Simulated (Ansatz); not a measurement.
An Ansatz (a program for electronic structure) run. Input:

Ansatz 0.2 input:
```yaml
crystal:
  lattice:
    - [2.034283097, -5.0799745234, 0.0]
    - [2.034283097, 5.0799745234, 0.0]
    - [0.0, 0.0, 6.6321690247]
  atoms:
    - { symbol: Ga, position: [0.6494728109, 0.3505271891, 0.5550771261] }
    - { symbol: Ga, position: [0.3505271891, 0.6494728109, 0.0550771261] }
    - { symbol: Ga, position: [0.3505271891, 0.6494728109, 0.4449228739] }
    - { symbol: Ga, position: [0.6494728109, 0.3505271891, 0.9449228739] }
    - { symbol: Ni, position: [0.2116949285, 0.7883050715, 0.75] }
    - { symbol: Ni, position: [0.7883050715, 0.2116949285, 0.25] }
    - { symbol: Y, position: [0.9312431606, 0.0687568394, 0.75] }
    - { symbol: Y, position: [0.0687568394, 0.9312431606, 0.25] }
kpoints:
  mp_grid: { grid: [11, 11, 6] }
hamiltonian:
  xc: r2scan
  pseudopotentials: { kind: paw }
scf:
  occupations: { method: gaussian, width: 0.1 }
checkpoint: { read: metal.run }
output: { bader: true, populations: true }
```

Output (shortened):

```
Pseudopotentials: kind: paw
Pseudopotential: Ga, paw, valence charge 13
Pseudopotential: Ni, paw, valence charge 18
Pseudopotential: Y, paw, valence charge 11
Functional definition: r2SCAN
Crystal: 8 atoms, lattice volume = 137.075 Å³
Basis set: ecut = 500 eV, 3461 PW (Γ), exchange–correlation on 160×160×200 points (64 copies of the dense FFT grid, shifted against one another)
Bands: 66, of which v1, the nominal top of the filled ones, is band 55 counted from 1 (54 counted from 0)
Symmetry: 8 space group operations
Space group: Cmcm (ITA 63), of the structure as read, at distance tolerance 5.2e-5 Å
k-points: 144 of 726
PAW frozen core: Ga, regenerated for the run's functional
PAW frozen core: Ni, regenerated for the run's functional
PAW frozen core: Y, regenerated for the run's functional
Initial density: read from a saved state, or passed on in memory by an earlier SCF of this step, an earlier step, the calling program or the single point that …
Stability of the state it starts from, as read at its close in the unpolarized treatment …
Initial wavefunctions: pseudopotential atomic-orbital guess
Eigensolver: davidson
Functional: x = r2scan, c = r2scan; τ floored in thin density (d = 2e-4 eV/Å³)
iter 1 solved again at ethr=1.53e-7 eV; its pass at ethr=3.10e-3 eV (dr2=1.68e-4 eV) is discarded
SCF iter   1: F=—  HF=-34576.720618 eV  |F-HF|=—  |Δ(HF+E_count)|=         —  Δρ=3.92e-7  dr2=1.77e-10  dr2_τ=1.90e-11  ethr=1.53e-7  ⟨swp⟩=3.0  Hψ=59082  notcnv=0
all-band conjugate gradients solve this SCF's bands
preconditioner: auto → Kerker (q_TF=auto, 2.630 Å⁻¹)
SCF iter   2: F=—  HF=-34576.720465 eV  |F-HF|=—  |Δ(HF+E_count)|=   1.54e-4  Δρ=1.33e-7  dr2=2.92e-11  dr2_τ=1.56e-11  ethr=1.00e-12  ⟨swp⟩=7.9  Hψ=42214  notcnv=0
SCF iter   3: F=-34576.720465 eV  HF=-34576.720465 eV  |F-HF|=0.00e0  |Δ(HF+E_count)|=  1.46e-11  Δρ=1.47e-7  dr2=3.55e-11  dr2_τ=1.46e-12  ethr=1.00e-12  ⟨swp⟩=1.0  Hψ=19610  notcnv=0
SCF 1 converged in 3 iterations: F = -34576.720465 eV  dr2 = 3.55e-11
SCF converged after 3 iterations
Free energy (F): -34576.720465 eV
Harris-Foulkes:  -34576.720465 eV  (|F-HF|=0.00e0)
Internal energy: -34576.708898 eV  (E = F + TS)
E sigma→0 (E₀):  -34576.714681 eV
Entropy (-TS):   -0.011566 eV (-1.446 meV/atom)
Fermi energy:    12.800919 eV
--- Per-component energies (eV) ---
  E_band       = -974.207013
  E_kinetic    = 1645.236439
  E_local      = -17591.461542  (includes V_loc(G=0)·N_el)
  E_nonlocal   = 3079.989575
  E_hartree    = 7837.150681
  E_xc         = -749.420261
  E_vxc        = -926.534221  (∫ρ·V_xc dr)
  E_paw        = -16981.562776  (= ΣΔE_a)
  E_vpaw       = -2911.227576  (= ΣTr[D̂ρ^β])
  E_aug_tail   = 0.000325  (compensation charges beyond the density's cutoff)
  E_vtau       = 55.488019  (kinetic-family band-sum trace: ∫τ·v_τ [+ j·A + Jᵃ·Aᵃ] dr)
  E_ewald      = -11813.121016
  E_core_change = -3.520324  (= ΣΔE_core)
  E_smearing   = -0.011566  (= −TS)
  E_closure    = 0.000000  (closes the sum)
  Σ components = -34576.720465   (vs F -34576.720465, Δ=0.00e0)
  [band-id]    e_kinetic+e_local+e_nonlocal+2·e_hartree+e_vxc+e_vpaw+e_augmentation_tail+e_vtau = -974.207620   (vs E_band -974.207013, Δ=-6.07e-4)
--- Band table (eV; the first three rows and the last of 144) ---
  k-point 0: bands = ["-93.9234", "-93.9234", "-52.8839", "-52.8835", "-52.8448", "-52.8448", "-52.8072", "-52.8071", "-31.0878", "-31.0649", "-10.6683", "-10.4436", "-10.4295", "-10.4273", "-10.3958", "-10.3935", "-2.2864", "-2.2563", "-2.2269", "-2.1852", "-2.1781", "-2.1642", "-2.1461", "-2.1210", "-2.1190", "-2.1167", "-2.0767", "-2.0746", "-2.0724", "-2.0320", "-2.0125", "-2.0075", "-1.9888", "-1.9529", "-1.9471", "-1.9019", "2.3686", "5.6326", "5.7025", "9.1105", "9.2279", "9.3122", "9.9200", "10.0882", "10.3627", "10.7286", "10.7690", "10.9299", "10.9816", "11.2365", "11.3077", "11.4215", "12.1339", "12.4658", "13.0673", "13.6384", "13.7475", "14.0652", "14.4091", "15.4577", "15.5527", "16.0566", "16.8435", "17.2911", "17.5522", "18.3229"]
  k-point 1: bands = ["-93.9234", "-93.9234", "-52.8838", "-52.8835", "-52.8448", "-52.8448", "-52.8072", "-52.8071", "-31.0863", "-31.0664", "-10.6545", "-10.4622", "-10.4271", "-10.4242", "-10.3959", "-10.3947", "-2.2813", "-2.2538", "-2.2226", "-2.1852", "-2.1777", "-2.1654", "-2.1473", "-2.1317", "-2.1211", "-2.1206", "-2.0745", "-2.0731", "-2.0644", "-2.0282", "-2.0121", "-2.0103", "-1.9844", "-1.9542", "-1.9492", "-1.9092", "2.4757", "4.7820", "6.5472", "8.8608", "9.2964", "9.4745", "9.9439", "10.1159", "10.4238", "10.7390", "10.7834", "10.8291", "10.9528", "11.1969", "11.2865", "11.5915", "12.0342", "12.1640", "13.1875", "13.4272", "13.8464", "14.2269", "14.4520", "15.7079", "15.8375", "16.1121", "16.4246", "17.2461", "17.5273", "18.4436"]
  k-point 2: bands = ["-93.9234", "-93.9234", "-52.8838", "-52.8836", "-52.8448", "-52.8448", "-52.8072", "-52.8071", "-31.0821", "-31.0706", "-10.6165", "-10.5069", "-10.4205", "-10.4161", "-10.4025", "-10.3977", "-2.2688", "-2.2512", "-2.2095", "-2.1842", "-2.1779", "-2.1728", "-2.1500", "-2.1461", "-2.1281", "-2.1246", "-2.0743", "-2.0740", "-2.0444", "-2.0202", "-2.0170", "-2.0112", "-1.9749", "-1.9552", "-1.9546", "-1.9273", "2.7915", "3.9752", "7.3214", "8.4537", "9.4176", "9.5417", "10.1268", "10.2005", "10.5482", "10.6433", "10.7701", "10.8688", "10.8878", "11.1742", "11.2154", "11.7731", "11.9276", "11.9942", "12.8718", "12.9600", "14.2638", "14.3744", "14.4070", "15.9796", "16.1130", "16.4911", "16.5703", "17.1281", "17.6038", "18.2740"]
  k-point 143: bands = ["-93.9234", "-93.9234", "-52.8837", "-52.8837", "-52.8448", "-52.8448", "-52.8072", "-52.8072", "-31.0760", "-31.0760", "-10.5728", "-10.5728", "-10.4112", "-10.4112", "-10.4097", "-10.4097", "-2.2607", "-2.2607", "-2.1965", "-2.1965", "-2.1900", "-2.1900", "-2.1735", "-2.1735", "-2.1667", "-2.1667", "-2.0293", "-2.0293", "-2.0179", "-2.0179", "-2.0164", "-2.0164", "-1.9493", "-1.9493", "-1.9397", "-1.9397", "4.0604", "4.0604", "6.1153", "6.1153", "9.7968", "9.7968", "10.2586", "10.2586", "10.4872", "10.4872", "10.6083", "10.6083", "10.8406", "10.8406", "12.1265", "12.1265", "12.8610", "12.8610", "13.5169", "13.5169", "14.3737", "14.3737", "15.7018", "15.7018", "16.4148", "16.4148", "17.0882", "17.0882", "17.0954", "17.0954"]
  band table: 66 of 66 bands, residual norms ≤ 1.0e-3 eV
--- Löwdin populations: 8 sites ---
  site symbol       q [e]
     0     Ga     13.5072
     1     Ga     13.5072
     2     Ga     13.5072
     3     Ga     13.5072
     4     Ni     17.3823
     5     Ni     17.3823
     6      Y     10.4164
     7      Y     10.4164
  spilling = 0.003398 (of n_electrons = 110.000000)
--- Bader charges: 8 sites ---
  site symbol  charge [e]  shift [e]
     0     Ga     -0.3778     0.0010
     1     Ga     -0.3778     0.0010
     2     Ga     -0.3778     0.0010
     3     Ga     -0.3778     0.0010
     4     Ni     -0.8790     0.0021
     5     Ni     -0.8790     0.0021
     6      Y      1.6346     0.0000
     7      Y      1.6346     0.0000
  shift: an alarm, by how much a part of what the PAW files miss would move the charge. Where it is large, compare
  with a run on PAW files of another source; a small one proves nothing
  estimated error of the sums over rays = 8.3e-4 e
```

Cost: about 2.0 core-minutes (a rough figure) on shared cores.

The workflow started from an entry of the Crystallography Open Database (COD). Its standing as an ambient phase is unchecked. The r²SCAN relaxation kept the symmetry of its start; its stability against distortions is not shown here. No spin polarisation was allowed. Axis ratios of metals converge slowly with the k-mesh, so a and c are less sure than the volume. Scalar-relativistic: spin–orbit coupling is off unless named, which matters more the heavier the elements.

Potentials: the later of the program's two PAW sets.

Ansatz is a plane-wave DFT program.
